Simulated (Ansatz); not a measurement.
One structure type, several compounds

The calculation used DFT, PBEsol, all-electron LAPW, scalar-relativistic (Ansatz 0.2.0).

All compounds have space group Fm-3m with 1 atom in the primitive cell. V0, B0 and B0′ come from third-order Birch–Murnaghan fits to pressures at five volumes, with shape and internal coordinates held; prototypes and MP cells needn't be known phases. No run is spin-polarised.

Where a row has no spin, whether a magnetic state lies lower isn't shown here.

No spin–orbit coupling, which matters for the heavy atoms here.

Al: Al 4a (0.000 0.000 0.000); COD 4313206, reported; 14×14×14 mesh, smearing 0.05 eV; no spin
Rh: Rh 4a (0.000 0.000 0.000); COD 9008482, reported; 16×16×16 mesh, smearing 0.08 eV; no spin
Hf: Hf 4a (0.000 0.000 0.000); COD 1534929, reported; 16×16×16 mesh, smearing 0.03 eV; no spin
Sc: Sc 4a (0.000 0.000 0.000); COD 9008483, reported; 12×12×12 mesh, smearing 0.03 eV; no spin
Pd: Pd 4a (0.000 0.000 0.000); COD 9008478, reported; 18×18×18 mesh, smearing 0.05 eV; no spin
Nb: Nb 4a (0.000 0.000 0.000); COD 1534903, reported; 13×13×13 mesh, smearing 0.08 eV; no spin

```
compound  V0 (Å³/atom)  B0 (GPa)  B0′
      Al             ?        82  4.8
      Rh             ?       294  5.1
      Hf         21.55       108  3.8
      Sc         23.61         ?  2.7
      Pd         14.55       205  5.5
      Nb         18.17       176  3.7
```

(1) What belongs in the row "Sc", column "B0 (GPa)"?

(2) Fill in "V0 (Å³/atom)" for the row "Rh".

(3) Give the missing entry: row "Al", column "V0 (Å³/atom)".

Results:

(1) 54.

(2) 13.51.

(3) 16.14.
